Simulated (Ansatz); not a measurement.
# Hf$_{2}$Cu: strain energy, fitted

Hf$_{2}$Cu, I4/mmm, a = 3.158 Å, c = 11.143 Å. The structure is a COD entry; whether it is the stable form wasn't checked. Ansatz: r2SCAN, PAW, 500 eV, Γ-centred 12×12×4 mesh on 6 atoms, Gaussian smearing 0.10 eV; no spin polarisation. Series: strain along c alone, the other axes held, atoms relaxed; x is the strain in per cent. y is the free energy over the unstrained cell, V0 = 18.525 Å³/atom.

```tsv
x (%)	y (meV/atom)
-6.0	?
-4.0	17.71
-2.0	4.31
0.0	0.00
2.0	3.98
4.0	15.50
6.0	33.81
```

Problem. Fit y = c2 x² + c3 x³ to the other rows, turn c2 into a modulus, and predict the missing energy.

Solution. Least squares on the rows shown. y = 1.0391 x² − 0.016761 x³. In eV per unit strain² c2 is 10.39; this is C33 with relaxed ions (E = ½ C33 V0 ε²): 2 × 10.39 × 160.2 / (18.525) = 180 GPa. The unstrained cell keeps some stress along the strain, worth a slope of -0.04 meV/atom per %, which the form leaves out. At x = -6.0 the fit asked for gives 41.03 meV/atom. The run gave 40.54 meV/atom, so the fit is 0.49 meV/atom too high, 1.2 % of the span of the series, against an rms of 0.03 meV/atom on the fitted rows. The row lies outside the fitted range. With a term in x⁴ added, a fit to the same known rows predicts 41.28 meV/atom, further off still.

Spin–orbit coupling is left out, which can shift energies with elements as heavy as these.